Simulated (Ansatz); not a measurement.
Input, command and steps of an Ansatz relaxation.

```yaml
crystal:
  lattice:
    - [5.0849690828, 0.0, 0.0]
    - [0.0, 6.2061655237, 0.0]
    - [0.0, 0.0, 3.8743057423]
  atoms:
    - { symbol: Ag, position: [0.2004, 0.3787, 0.0] }
    - { symbol: Ag, position: [0.7996, 0.6213, 0.0] }
    - { symbol: Ag, position: [0.7004, 0.1213, 0.5] }
    - { symbol: Ag, position: [0.2996, 0.8787, 0.5] }
    - { symbol: Sb, position: [0.0, 0.0, 0.0] }
    - { symbol: Sb, position: [0.5, 0.5, 0.5] }
basis:
  ecutwfc: 420
kpoints:
  mp_grid: { grid: [4, 4, 4] }
hamiltonian:
  xc: pbe
scf:
  occupations: { method: gaussian, width: 0.1 }
  lower_state_search: "off"
output:
  forces: true
  stress: true
  eigenvalues: true
relax:
  adjacent_minimum: "off"
  f_tol: 0.04
  max_steps: 70
  cell: { stress_tol: 0.4 }
```

```bash
ansatz run input.yaml --threads 1 --pin off --max-ram 2560MiB --backend cpu --events-out ev --progress --plain --runs-dir out
```

All numbers below come from Ansatz 0.2.0, DFT PBE, scalar-relativistic, plane waves, PAW.

Of 24 frames 10 are shown, positions in Å and forces in eV/Å; the SCF threshold varies from step to step. Steps run on the plane waves of an earlier cell, with a Pulay correction in the pressure. The basis is chosen afresh for the last frame, the zero of the energies, and at times for earlier ones too; energy and pressure step there, also at an unchanged geometry. Here that happened at steps 6 (-3 meV/atom, 0.2 GPa), 20 (-16 meV/atom, 1.3 GPa); the frames before carry an error of that size. The mark taken_back stands on steps that the optimiser undid.

```xyz
6
Lattice="5.0850 0.0000 0.0000 0.0000 6.2062 0.0000 0.0000 0.0000 3.8743" Properties=species:S:1:pos:R:3:forces:R:3 pbc="T T T" step=1 free_energy_over_end_meV_per_atom=620.25 pressure_GPa=24.67
Ag    1.0190    2.3503    0.0000    0.2342   -0.3789    0.0000
Ag    4.0659    3.8559    0.0000   -0.2342    0.3789    0.0000
Ag    3.5615    0.7528    1.9372    0.2342    0.3789    0.0000
Ag    1.5235    5.4534    1.9372   -0.2342   -0.3789    0.0000
Sb    0.0000    0.0000    0.0000    0.0000    0.0000    0.0000
Sb    2.5425    3.1031    1.9372    0.0000    0.0000    0.0000
6
Lattice="5.5283 0.0000 0.0000 0.0000 7.0201 0.0000 0.0000 0.0000 4.1725" Properties=species:S:1:pos:R:3:forces:R:3 pbc="T T T" step=4 free_energy_over_end_meV_per_atom=275.20 pressure_GPa=-1.33
Ag    1.2050    2.5073    0.0000   -0.0428    0.0241    0.0000
Ag    4.3233    4.5128    0.0000    0.0428   -0.0241    0.0000
Ag    3.9691    1.0028    2.0862   -0.0428   -0.0241    0.0000
Ag    1.5592    6.0173    2.0862    0.0428    0.0241    0.0000
Sb    0.0000    0.0000    0.0000    0.0000    0.0000    0.0000
Sb    2.7641    3.5100    2.0862    0.0000    0.0000    0.0000
6
Lattice="5.5178 0.0000 0.0000 0.0000 6.8668 0.0000 0.0000 0.0000 4.1279" Properties=species:S:1:pos:R:3:forces:R:3 pbc="T T T" step=6 free_energy_over_end_meV_per_atom=265.81 pressure_GPa=0.46
Ag    1.1467    2.5122    0.0000   -0.0195    0.0135    0.0000
Ag    4.3711    4.3546    0.0000    0.0195   -0.0135    0.0000
Ag    3.9056    0.9212    2.0640   -0.0195   -0.0135    0.0000
Ag    1.6122    5.9456    2.0640    0.0195    0.0135    0.0000
Sb    0.0000    0.0000    0.0000    0.0000    0.0000    0.0000
Sb    2.7589    3.4334    2.0640    0.0000    0.0000    0.0000
6
Lattice="5.1390 0.0000 0.0000 0.0000 7.5743 0.0000 0.0000 0.0000 3.9815" Properties=species:S:1:pos:R:3:forces:R:3 pbc="T T T" step=9 free_energy_over_end_meV_per_atom=231.58 pressure_GPa=-1.44
Ag    0.9382    2.6420    0.0000   -0.1552   -0.1045    0.0000
Ag    4.2008    4.9323    0.0000    0.1552    0.1045    0.0000
Ag    3.5078    1.1451    1.9907   -0.1552    0.1045    0.0000
Ag    1.6313    6.4292    1.9907    0.1552   -0.1045    0.0000
Sb    0.0000    0.0000    0.0000    0.0000    0.0000    0.0000
Sb    2.5695    3.7872    1.9907    0.0000    0.0000    0.0000
6
Lattice="4.6520 0.0000 0.0000 0.0000 8.1140 0.0000 0.0000 0.0000 3.8370" Properties=species:S:1:pos:R:3:forces:R:3 pbc="T T T" step=11 free_energy_over_end_meV_per_atom=152.03 pressure_GPa=-2.33
Ag    0.6860    2.7614    0.0000   -0.2679   -0.1618    0.0000
Ag    3.9660    5.3526    0.0000    0.2679    0.1618    0.0000
Ag    3.0120    1.2956    1.9185   -0.2679    0.1618    0.0000
Ag    1.6400    6.8184    1.9185    0.2679   -0.1618    0.0000
Sb    0.0000    0.0000    0.0000    0.0000    0.0000    0.0000
Sb    2.3260    4.0570    1.9185    0.0000    0.0000    0.0000
6
Lattice="3.9087 0.0000 0.0000 0.0000 8.3086 0.0000 0.0000 0.0000 3.8227" Properties=species:S:1:pos:R:3:forces:R:3 pbc="T T T" step=14 free_energy_over_end_meV_per_atom=53.46 pressure_GPa=2.79
Ag    0.2975    2.8167    0.0000   -0.2195   -0.4218    0.0000
Ag    3.6111    5.4920    0.0000    0.2195    0.4218    0.0000
Ag    2.2519    1.3376    1.9113   -0.2195    0.4218    0.0000
Ag    1.6568    6.9710    1.9113    0.2195   -0.4218    0.0000
Sb    0.0000    0.0000    0.0000    0.0000    0.0000    0.0000
Sb    1.9543    4.1543    1.9113    0.0000    0.0000    0.0000
6
Lattice="3.9199 0.0000 0.0000 0.0000 8.3033 0.0000 0.0000 0.0000 3.9101" Properties=species:S:1:pos:R:3:forces:R:3 pbc="T T T" step=16 free_energy_over_end_meV_per_atom=42.64 pressure_GPa=-0.05 taken_back
Ag    0.0562    2.7219    0.0000   -0.0168    0.5173    0.0000
Ag    3.8637    5.5814    0.0000    0.0168   -0.5173    0.0000
Ag    2.0162    1.4298    1.9551   -0.0168   -0.5173    0.0000
Ag    1.9037    6.8735    1.9551    0.0168    0.5173    0.0000
Sb    0.0000    0.0000    0.0000    0.0000    0.0000    0.0000
Sb    1.9600    4.1516    1.9551    0.0000    0.0000    0.0000
6
Lattice="3.8264 0.0000 0.0000 0.0000 8.4683 0.0000 0.0000 0.0000 3.8437" Properties=species:S:1:pos:R:3:forces:R:3 pbc="T T T" step=19 free_energy_over_end_meV_per_atom=23.39 pressure_GPa=0.05
Ag   -0.0016    2.8280    0.0000    0.0011    0.0036    0.0000
Ag    3.8281    5.6403    0.0000   -0.0011   -0.0036    0.0000
Ag    1.9115    1.4062    1.9218    0.0011   -0.0036    0.0000
Ag    1.9148    7.0621    1.9218   -0.0011    0.0036    0.0000
Sb    0.0000    0.0000    0.0000    0.0000    0.0000    0.0000
Sb    1.9132    4.2342    1.9218    0.0000    0.0000    0.0000
6
Lattice="3.7857 0.0000 0.0000 0.0000 8.6125 0.0000 0.0000 0.0000 3.8423" Properties=species:S:1:pos:R:3:forces:R:3 pbc="T T T" step=21 free_energy_over_end_meV_per_atom=1.56 pressure_GPa=0.57
Ag   -0.0012    2.8730    0.0000    0.0008    0.0097    0.0000
Ag    3.7869    5.7395    0.0000   -0.0008   -0.0097    0.0000
Ag    1.8916    1.4333    1.9211    0.0008   -0.0097    0.0000
Ag    1.8940    7.1792    1.9211   -0.0008    0.0097    0.0000
Sb    0.0000    0.0000    0.0000    0.0000    0.0000    0.0000
Sb    1.8928    4.3063    1.9211    0.0000    0.0000    0.0000
6
Lattice="3.7600 0.0000 0.0000 0.0000 8.7556 0.0000 0.0000 0.0000 3.8219" Properties=species:S:1:pos:R:3:forces:R:3 pbc="T T T" step=24 free_energy_over_end_meV_per_atom=0.00 pressure_GPa=-0.03
Ag    0.0034    2.9211    0.0000   -0.0019    0.0016    0.0000
Ag    3.7566    5.8346    0.0000    0.0019   -0.0016    0.0000
Ag    1.8834    1.4568    1.9110   -0.0019   -0.0016    0.0000
Ag    1.8766    7.2989    1.9110    0.0019    0.0016    0.0000
Sb    0.0000    0.0000    0.0000    0.0000    0.0000    0.0000
Sb    1.8800    4.3778    1.9110    0.0000    0.0000    0.0000
```

The start puts this composition into another compound's structure type, which needn't suit it. At the end the space group is Immm (tolerance 0.05 Å).

Time: 3.9 min on 1 thread of AMD EPYC 7B13 (Zen 3), with other jobs on the host, peak memory 0.6 GiB.

The k mesh is coarse.